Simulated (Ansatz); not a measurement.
Te₂Mo in space group P6_3/mmc (No. 194; Mo on 2c, Te on 4f) under volume change, the program Ansatz at the r²SCAN+D4 level (PAW), shape and atoms relaxed at each volume.

| V (Å³/atom) | E − E(relaxed) (meV/atom) | P (GPa) |
|---|---|---|
| 23.551 | 28.5 | 4.61 |
| 24.327 | 11.3 | 2.60 |
| 25.103 | 2.5 | 1.10 |
| 25.880 | 0.0 | 0.00 |
| 26.656 | 1.9 | -0.73 |
| 27.433 | 6.6 | -1.16 |
| 28.209 | 12.7 | -1.38 |

What does a third-order Birch–Murnaghan fit give for V₀, B₀ and B′?

V₀ = 25.89 Å³/atom, B₀ = 29.0 GPa, B′ = 12.0.

Symmetry was held in the r²SCAN+D4 relaxation. The run is not spin-polarised. Spin–orbit coupling is left out wherever it is not named.

Potentials: the later of the program's two PAW sets.
